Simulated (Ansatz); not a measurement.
Relaxed-ion elastic tensor of Cu$_{2}$O in space group Pn-3m (No. 224; Cu on 4c, O on 2a) in GPa (Voigt order), PBEsol (plane waves, PAW; program Ansatz); density 6.31 g/cm³, 12.55 Å³ per atom.

```json
[
 {"": "1", "1": "143", "2": "125", "3": "125", "4": "0.0", "5": "0.0", "6": "0.0"},
 {"": "2", "1": "125", "2": "143", "3": "125", "4": "0.0", "5": "0.0", "6": "0.0"},
 {"": "3", "1": "125", "2": "125", "3": "143", "4": "0.0", "5": "0.0", "6": "0.0"},
 {"": "4", "1": "0.0", "2": "0.0", "3": "0.0", "4": "4.2", "5": "0.0", "6": "0.0"},
 {"": "5", "1": "0.0", "2": "0.0", "3": "0.0", "4": "0.0", "5": "4.2", "6": "0.0"},
 {"": "6", "1": "0.0", "2": "0.0", "3": "0.0", "4": "0.0", "5": "0.0", "6": "4.2"}
]
```

Problem. Is the crystal mechanically stable?

Solution. Yes: the smallest eigenvalue of C is 4.2 GPa.

Problem. Work out the Voigt, Reuss and Hill averages.

Solution. K_V = 131, K_R = 131, K_H = 131; G_V = 6.0, G_R = 5.3, G_H = 5.6 GPa.

Problem. Give Young's modulus, Poisson's ratio, Pugh's ratio and the universal anisotropy index.

Solution. E = 9KG/(3K + G) = 16.7 GPa; ν = 0.48; K/G = 23.22 (ductile by the Pugh limit of 1.75); A_U = 5G_V/G_R + K_V/K_R − 6 = 0.69.

Problem. Estimate the sound speeds and the Debye temperature.

Solution. v_l = √((K + 4G/3)/ρ) = 4680 m/s, v_t = √(G/ρ) = 945 m/s, mean 1080 m/s; Θ = (h/k)(3n/4πV)^(1/3) v_m = 138 K.

Problem. Give the Zener ratio and Young's modulus along [100], [110] and [111].

Solution. A = 2C44/(C11 − C12) = 0.48; 1/E = S11 − 2(S11 − S12 − S44/2)Γ with Γ = 0, 1/4, 1/3 gives 25.7, 14.2, 12.4 GPa.

The PBEsol relaxation kept the symmetry of its start. No spin polarisation was allowed. No Hubbard U is applied.

Potentials: the later of the program's two PAW sets.
